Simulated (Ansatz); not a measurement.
Te (trigonal-Te type, space group P3_121)

Space group P3₁21 (No. 152); a = b = 4.521 Å, c = 5.955 Å, α = β = 90.00°, γ = 120.00°

| atom | site | symmetry | x | y | z |
|---|---|---|---|---|---|
| Te | 3a | .2. | 0.7319 | 0.7319 | 0.0000 |

Two coordinates are scanned: the volume, and the ratio of the stretch along z (the conventional c axis) to the stretch across it. Atoms keep their fractional coordinates.

Level of theory: PBE (plane waves to 420 eV, PAW, scalar-relativistic; Ansatz, a quantum-chemistry and plane-wave program). k mesh 9×9×6 (Γ-centred), Fermi-Dirac smearing 0.05 eV. Energies are smeared free energies. As the atoms are clamped, bonds stretch with the cell, which overstates energies and stresses. As the smearing reaches across the gap at some points, the response to shear is sensitive to the k mesh, so small differences along c/a are uncertain. Spin-orbit coupling is left out, though Te is heavy. Te was relaxed with its symmetry unable to fall. The PAW data are Ansatz's earlier set. The zero of ΔE is the relaxed starting cell.

Predict the ΔE (eV/atom) at all points of the grid V/V₀ = 0.960, 0.973, 0.987, 1.000, 1.013, 1.027, 1.040 by (c/a)/(c/a)₀ = 0.920, 0.947, 0.973, 1.000, 1.027, 1.053, 1.080.

ΔE (eV/atom), with V/V₀ across and (c/a)/(c/a)₀ down:

| (c/a)/(c/a)₀ \ V/V₀ | 0.960 | 0.973 | 0.987 | 1.000 | 1.013 | 1.027 | 1.040 |
|---|---|---|---|---|---|---|---|
| 0.920 | 0.030 | 0.022 | 0.016 | 0.012 | 0.010 | 0.010 | 0.012 |
| 0.947 | 0.020 | 0.013 | 0.008 | 0.006 | 0.005 | 0.005 | 0.007 |
| 0.973 | 0.013 | 0.007 | 0.003 | 0.001 | 0.001 | 0.003 | 0.006 |
| 1.000 | 0.008 | 0.004 | 0.001 | 0.000 | 0.001 | 0.003 | 0.007 |
| 1.027 | 0.007 | 0.003 | 0.001 | 0.001 | 0.003 | 0.007 | 0.011 |
| 1.053 | 0.008 | 0.005 | 0.005 | 0.006 | 0.009 | 0.013 | 0.019 |
| 1.080 | 0.012 | 0.011 | 0.011 | 0.013 | 0.017 | 0.022 | 0.029 |

(Under strain, the slope of the energy per volume gives the stress and its curvature an elastic modulus.)
